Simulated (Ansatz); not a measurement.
Si3N4:
```yaml
crystal:
  lattice:
    - [0.00000, 3.87163, 3.87163]
    - [3.87163, 0.00000, 3.87163]
    - [3.87163, 3.87163, 0.00000]
  atoms:
    - { symbol: Si, position: [0.62500, 0.62500, 0.12500] }
    - { symbol: Si, position: [0.62500, 0.12500, 0.62500] }
    - { symbol: Si, position: [0.62500, 0.62500, 0.62500] }
    - { symbol: Si, position: [0.12500, 0.62500, 0.62500] }
    - { symbol: Si, position: [0.25000, 0.25000, 0.25000] }
    - { symbol: Si, position: [0.00000, 0.00000, 0.00000] }
    - { symbol: N, position: [0.86755, 0.86755, 0.86755] }
    - { symbol: N, position: [0.85265, 0.38245, 0.38245] }
    - { symbol: N, position: [0.86755, 0.86755, 0.39735] }
    - { symbol: N, position: [0.38245, 0.85265, 0.38245] }
    - { symbol: N, position: [0.39735, 0.86755, 0.86755] }
    - { symbol: N, position: [0.38245, 0.38245, 0.38245] }
    - { symbol: N, position: [0.86755, 0.39735, 0.86755] }
    - { symbol: N, position: [0.38245, 0.38245, 0.85265] }
```

Relaxed with PBEsol.

Problem. Give the optical modes at the zone centre with their infrared activity from DFPT, plane-wave PAW PBEsol (Ansatz code).

Solution. Transverse frequencies, without the LO–TO term; a row sums one degenerate level.

| ω (cm⁻¹) | degeneracy | IR ((D/Å)²/amu) | activity |
|---|---|---|---|
| 309 | 3 | 0.00 | IR-inactive |
| 397 | 3 | 2.39 | IR |
| 407 | 3 | 0.00 | IR-inactive |
| 441 | 2 | 0.00 | IR-inactive |
| 493 | 3 | 0.00 | IR-inactive |
| 509 | 2 | 0.00 | IR-inactive |
| 603 | 3 | 328.38 | IR |
| 617 | 3 | 0.00 | IR-inactive |
| 712 | 3 | 0.00 | IR-inactive |
| 719 | 3 | 26.81 | IR |
| 758 | 2 | 0.00 | IR-inactive |
| 771 | 1 | 0.00 | IR-inactive |
| 801 | 3 | 138.91 | IR |
| 823 | 3 | 0.00 | IR-inactive |
| 927 | 1 | 0.00 | IR-inactive |
| 954 | 1 | 0.00 | IR-inactive |

Problem. How high does the top mode go among those that the LO–TO term moves?

Solution. 1026 cm⁻¹ for q along x.

Space group Fd-3m. The cell was relaxed with PBEsol under the symmetry of its start; phonons on a q-mesh show no instability.

Potentials: the earlier of the program's two PAW sets.
